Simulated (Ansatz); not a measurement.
Sn2GeTe3:
Space group P-3m1 (No. 164); a = b = 4.407 Å, c = 10.818 Å, α = β = 90.00°, γ = 120.00°

| atom | site | symmetry | x | y | z |
|---|---|---|---|---|---|
| Sn | 2d | 3m. | 0.6667 | 0.3333 | 0.1740 |
| Ge | 1b | -3m. | 0.0000 | 0.0000 | 0.5000 |
| Te | 2d | 3m. | 0.3333 | 0.6667 | 0.3479 |
| Te | 1a | -3m. | 0.0000 | 0.0000 | 0.0000 |

Relaxed with r²SCAN. r²SCAN in the plane-wave PAW code Ansatz gives a gap of 0.21 eV.

**Question.** What gap does HSE06 give on the same cell (Ansatz, PAW)?

**Answer.** 0.34 eV, 0.13 eV more. The hybrid was solved on a coarser mesh and at special points; the gap given is the minimum over both.

```csv
k,v1 r²SCAN,c1 r²SCAN,v1 HSE06,c1 HSE06
Γ,-0.37,0.68,___,___
A,0.00,0.21,0.00,0.34
K,-2.35,2.09,___,___
H,-0.95,0.58,___,___
M,-1.81,1.51,___,___
L,-0.07,0.21,-0.07,0.35
```

**Question.** Top valence (v1) and lowest conduction level (c1) in eV from each method's valence maximum (which need not be a listed point): supply the withheld HSE06 values.

**Answer.** 
- H, v1 HSE06: -0.95
- H, c1 HSE06: 0.84
- M, v1 HSE06: -1.85
- M, c1 HSE06: 1.85
- Γ, v1 HSE06: -0.34
- Γ, c1 HSE06: 0.98
- K, v1 HSE06: -2.44
- K, c1 HSE06: 2.48

Cost on shared cores: the r²SCAN run (SCF on a 7×7×3 mesh, then bands and DOS) about 2.1 core-minutes (a rough figure), the HSE06 run (SCF on 4×4×2, then a few points) around 2.6 core-minutes (rough); the tasks are unlike.

The workflow started from a Materials Project entry (that database holds measured and hypothetical structures alike); the Crystallography Open Database copy checked does not list it. With Sn and Ge taken as one species the cell has the higher symmetry Fm-3m, so it may be an ordered model of a mixed-site phase. Its standing as an ambient phase is unchecked. The cell was relaxed with r²SCAN under the symmetry of its start. At this level the phase is dynamically unstable (imaginary phonons). Spin–orbit coupling is left out wherever it is not named.

Potentials: the later of the program's two PAW sets.
